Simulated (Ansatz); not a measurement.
Polymorphs of TiO, each relaxed with r²SCAN (plane waves, PAW; program Ansatz):

A: Pm-3m
a = b = c = 4.0589 Å, α = β = γ = 90.00°

| atom | site | symmetry | x | y | z |
|---|---|---|---|---|---|
| Ti | 3c | 4/mm.m | 0.0000 | 0.5000 | 0.5000 |
| O | 3d | 4/mm.m | 0.0000 | 0.0000 | 0.5000 |

B: P-62m
a = b = 4.978 Å, c = 2.868 Å, α = β = 90.00°, γ = 120.00°

```
atom  site  symmetry       x       y       z
----  ----  --------  ------  ------  ------
Ti      2d      -6..  0.3333  0.6667  0.5000
Ti      1a      -62m  0.0000  0.0000  0.0000
O       3f       m2m  0.0000  0.3943  0.0000
```

C: C2/m
a = 9.292 Å, b = 4.129 Å, c = 5.837 Å, α = γ = 90.00°, β = 107.42°

```
atom  site  symmetry       x       y       z
----  ----  --------  ------  ------  ------
Ti      2c       2/m  0.5000  0.5000  0.5000
Ti      4i         m  0.3412  0.0000  0.1774
Ti      4i         m  0.1449  0.5000  0.3278
O       4i         m  0.1742  0.0000  0.3469
O       4i         m  0.3235  0.5000  0.1691
O       2b       2/m  0.0000  0.5000  0.0000
```

Order them by energy per atom at 0 K (lowest first) at the level r²SCAN.

B (+0 meV/atom), C (+56 meV/atom), A (+144 meV/atom)

Spin orders computed, not proven ground states: A ferromagnetic. Standing as an ambient phase not checked: A; B; C. All cells were relaxed under the symmetry of their starts (and spin orders); stability against distortions was not tested throughout. Rows with no word on spin ran without spin polarisation.

Energies hold the estimated change up to a 700 eV cutoff; steps of a few meV lie near the error of the meshes.

Potentials: the later of the program's two PAW sets.
